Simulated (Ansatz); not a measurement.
The start is a generated cell, HfN built in the rocksalt structure type. Cell shape, volume and atoms are optimised at zero target pressure with r2SCAN (plane waves to 500 eV, PAW, scalar-relativistic; Ansatz, a first-principles code). The first steps use a coarse 9×9×9 k-mesh.

The start:
```
CELL_PARAMETERS angstrom
      0.00000     2.23701     2.23701
      2.23701     0.00000     2.23701
      2.23701     2.23701     0.00000
ATOMIC_POSITIONS crystal
  N  0.00000 0.00000 0.00000
  Hf 0.50000 0.50000 0.50000
```

- Initial pressure = +10 GPa (positive: the cell is compressed)
- Energy released = 0.01 eV/atom
- Volume change = +3.5 %, from 11.19 to 11.59 Å³/atom
- Band gap at the end = zero (metallic)
- Optimiser moves = 3

Relaxed structure:

Space group Fm-3m (No. 225); a = b = c = 4.526 Å, α = β = γ = 90.00°

```csv
atom,site,symmetry,x,y,z
N,4a,m-3m,0.0000,0.0000,0.0000
Hf,4b,m-3m,0.5000,0.5000,0.5000
```
(The calculation used a cell of 2 atoms; values per cell refer to that cell.)

Final values are on a 18×18×18 k-mesh of the relaxed cell. No spin polarisation in the result. The relaxed primitive cell holds an odd number of electrons. A magnetic state may lie lower.

The run could not lose the symmetry of its start.

All atoms sit on sites fixed by symmetry, so only the cell could relax.
